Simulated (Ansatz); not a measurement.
HfSi$_{2}$ in space group P6/mmm (No. 191; Hf on 1a, Si on 2d) under volume change, DFT-PBE in the program Ansatz with PAW potentials, shape and atoms relaxed at each volume.

```json
[
 {"V (Å³/atom)": "15.034", "E − E(relaxed) (meV/atom)": "58.9", "P (GPa)": "13.83"},
 {"V (Å³/atom)": "15.530", "E − E(relaxed) (meV/atom)": "24.6", "P (GPa)": "8.47"},
 {"V (Å³/atom)": "16.026", "E − E(relaxed) (meV/atom)": "5.7", "P (GPa)": "3.84"},
 {"V (Å³/atom)": "16.521", "E − E(relaxed) (meV/atom)": "0.0", "P (GPa)": "0.00"},
 {"V (Å³/atom)": "17.017", "E − E(relaxed) (meV/atom)": "5.3", "P (GPa)": "-3.36"},
 {"V (Å³/atom)": "17.512", "E − E(relaxed) (meV/atom)": "(withheld)", "P (GPa)": "(withheld)"},
 {"V (Å³/atom)": "18.008", "E − E(relaxed) (meV/atom)": "(withheld)", "P (GPa)": "(withheld)"}
]
```

**Question.** Fill in the missing entries.

**Answer.** 
- 17.512, E − E(relaxed) (meV/atom): 20.2
- 17.512, P (GPa): -6.20
- 18.008, E − E(relaxed) (meV/atom): 43.3
- 18.008, P (GPa): -8.64

**Question.** What does a third-order Birch–Murnaghan fit give for V₀, B₀ and B′?

**Answer.** V₀ = 16.52 Å³/atom, B₀ = 120 GPa, B′ = 4.3.

The cell is a constructed one: a structure type filled with these elements; neither database checked (COD, Materials Project) lists it. COD files the formula under space group No. 63, so this cell is another polymorph or a model. Whether it is the stable phase at ambient conditions was not checked. Symmetry was held in the PBE relaxation; its stability against distortions is not shown here. No spin polarisation was allowed. Spin–orbit coupling is left out wherever it is not named.

Potentials: the later of the program's two PAW sets.
